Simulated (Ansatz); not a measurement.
FePt (CuAu type, space group P4/mmm)

```xyz
2
Lattice="2.7339 0.0000 0.0000 0.0000 2.7339 0.0000 0.0000 0.0000 3.7210" Properties=species:S:1:pos:R:3 pbc="T T T"
Fe     1.3669     1.3669     1.8605
Pt     0.0000     0.0000     0.0000
```

The slice is a (010) plane (indices of the conventional cell) through the point (0.000, 0.000, 0.000) (fractional), spanned by u = [100] and v = [001] in vectors of this cell: u (2.73 Å) and v (3.72 Å, at 90° to u). It covers one period; positions are fractions (u, v).

All values below come from r2SCAN (plane waves to 500 eV, PAW, scalar-relativistic; Ansatz, a quantum-chemistry and plane-wave program). k mesh 17×17×13. Near the nuclei the fields are pseudised (PAW); where an atom keeps semicore shells as valence, they peak there. FePt was relaxed with its symmetry unable to fall. Relaxed FePt ends ferromagnetic. Spin-orbit coupling is left out, though Pt is heavy. The magnetic order is the one the run started from; other orders were not tried.

Problem. What is the ELF at the midpoint of the shortest Pt–Pt line in this plane (2.73 Å)?

Solution. 0.3.

Problem. What is the valence density on the shortest Pt–Pt line in this plane (2.73 Å), at its midpoint?

Solution. 0.42 e/Å³.

Problem. Predict the map of the ELF of the up spins on the slice.

Solution. 
```
v \ u  0.00  0.13  0.27  0.40  0.53  0.67  0.80  0.93
-----  ----  ----  ----  ----  ----  ----  ----  ----
0.90      x  0.64  0.45  0.26  0.27  0.32  0.58     x
0.80   0.55  0.48  0.32  0.26  0.27  0.27  0.40  0.53
0.70   0.30  0.29  0.27  0.24  0.24  0.25  0.28  0.30
0.60   0.21  0.21  0.20  0.19  0.19  0.20  0.21  0.21
0.50   0.16  0.17  0.17  0.17  0.17  0.17  0.17  0.16
0.40   0.21  0.21  0.20  0.19  0.19  0.20  0.21  0.21
0.30   0.30  0.29  0.27  0.24  0.24  0.25  0.28  0.30
0.20   0.55  0.48  0.32  0.26  0.27  0.27  0.40  0.53
0.10      x  0.64  0.45  0.26  0.27  0.32  0.58     x
0.00      x     x  0.52  0.28  0.27  0.37  0.63     x
```

Values: ELF of the up spins. Points within 0.5 Å of a nucleus are blanked (x), as the pseudised field means little there.
